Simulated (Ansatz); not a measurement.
La (diamond, Fd-3m), a = 6.5620 Å, b = 6.5620 Å, c = 6.5620 Å, α = 90.00°, β = 90.00°, γ = 90.00°; the cell used has 2 atoms.

Relaxed with PBEsol.

### Question
Which orbitals make up the states near the Fermi level in plane-wave PAW PBEsol (Ansatz code)?

### Answer
Within 0.5 eV of the Fermi level: La 5d 64 %, La 4f 28 %. Projections are on Löwdin-orthogonalised atomic valence shells; empty p or d shells of many metals are not among them.

### Question
Tabulate the density of states.

### Answer
States/eV per cell of 2 atoms, in 0.25 eV bins, energy from the Fermi level.

```
E (eV)  total  La 5d  La 4f  La 6s
------  -----  -----  -----  -----
-7.85    0.00   0.00   0.00   0.00
-7.60    0.00   0.00   0.00   0.00
-7.35    0.00   0.00   0.00   0.00
-7.10    0.00   0.00   0.00   0.00
-6.85    0.00   0.00   0.00   0.00
-6.60    0.00   0.00   0.00   0.00
-6.35    0.00   0.00   0.00   0.00
-6.10    0.00   0.00   0.00   0.00
-5.85    0.00   0.00   0.00   0.00
-5.60    0.00   0.00   0.00   0.00
-5.35    0.00   0.00   0.00   0.00
-5.10    0.00   0.00   0.00   0.00
-4.85    0.00   0.00   0.00   0.00
-4.60    0.00   0.00   0.00   0.00
-4.35    0.00   0.00   0.00   0.00
-4.10    0.00   0.00   0.00   0.00
-3.85    0.00   0.00   0.00   0.00
-3.60    0.00   0.00   0.00   0.00
-3.35    0.00   0.00   0.00   0.00
-3.10    0.00   0.00   0.00   0.00
-2.85    0.00   0.00   0.00   0.00
-2.60    0.00   0.00   0.00   0.00
-2.35    0.02   0.00   0.00   0.02
-2.10    2.03   1.82   0.07   0.09
-1.85    3.24   2.85   0.13   0.18
-1.60    3.51   2.92   0.18   0.29
-1.35    4.77   3.53   0.32   0.70
-1.10    2.11   1.58   0.15   0.29
-0.85    1.78   1.59   0.14   0.02
-0.60    2.93   2.51   0.36   0.01
-0.35    2.16   1.72   0.40   0.00
-0.10    1.55   1.10   0.39   0.02
0.15     1.67   1.00   0.50   0.10
0.40     4.64   2.50   1.61   0.34
0.65     5.03   2.30   2.08   0.43
0.90     5.08   2.07   2.57   0.24
1.15     6.21   2.14   3.55   0.28
1.40     9.33   1.78   6.95   0.33
1.65    13.96   1.45  11.86   0.36
```

The start of the workflow was typed in or built on a structure type; neither database checked (COD, Materials Project) lists it. It is not the phase usual at ambient conditions (space group No. 194). The PBEsol relaxation kept the symmetry of its start. At this level the phase is mechanically unstable. The volume moved by -40 % from the start of the relaxation. Scalar-relativistic: spin–orbit coupling is off unless named, which matters more the heavier the elements.

Potentials: the later of the program's two PAW sets.
